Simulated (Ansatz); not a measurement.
**NaI: pressure and gap against volume**

A database entry relaxed whole under r2SCAN (Fm-3m):

```
Na I
1.0
     0.00000    3.23344    3.23344
     3.23344    0.00000    3.23344
     3.23344    3.23344    0.00000
Na I
1 1
Direct
  0.00000 0.00000 0.00000
  0.50000 0.50000 0.50000
```

The cell was scaled uniformly, its shape held, and the atoms relaxed at each volume with plane-wave PAW DFT (Ansatz 0.2.0; r2SCAN, 500 eV, 8×8×8 Γ-centred mesh, fermi-dirac occupations of width 0.020 eV; no spin, no spin-orbit coupling). One row is withheld.

| volume (Å³/atom) | energy over the lowest (meV/atom) | pressure (GPa) | gap over mesh and path (eV) |
| --- | --- | --- | --- |
| 31.778 | 6.7 | 1.17 | 4.638 |
| 32.454 | 2.7 | 0.72 | 4.567 |
| 33.130 | ? | ? | ? |
| 33.806 | 0.0 | -0.05 | 4.437 |
| 34.482 | 0.9 | -0.37 | 4.377 |
| 35.158 | 3.0 | -0.65 | 4.320 |
| 35.835 | 6.3 | -0.90 | 4.267 |

Question: Fit the pressures of the other rows to the third-order Birch-Murnaghan form.

Answer: With f = [(V₀/V)^(2/3) − 1]/2 and P = 3B₀f(1 + 2f)^(5/2)[1 + 3(B₀′ − 4)f/2], least squares gives V₀ = 33.72 Å³ an atom, B₀ = 17.1 GPa and B₀′ = 4.8; the rows miss the fit by less than 0.01 GPa. The slope of the energies differs from these pressures by less than 0.05 GPa.

Question: How does the gap move with volume?

Answer: A parabola in ln(V/V₀) through the other rows has the slope dE_g/d ln V = -3.1 eV at V₀, so by B₀ the gap moves by +180 meV a GPa: it widens under pressure.

Question: What does the withheld row hold?

Answer: The fit gives 0.31 GPa at 33.130 Å³; the run gave 0.31 GPa and 0.6 meV an atom. Its gap is 4.500 eV, against 4.500 eV from the parabola.

Caveats: the shape of the cell was held; 0 K, fixed nuclei; the symmetry was kept, and this need not be the phase that is stable at 0 K; one mesh for all volumes; r2SCAN gaps lie as a rule under measured ones; the slope of the gap can be off by tens of per cent, more where shallow d levels or spin-orbit coupling act on the edges; no spin-orbit coupling, which narrows gaps of heavier elements; pressure is positive in compression.
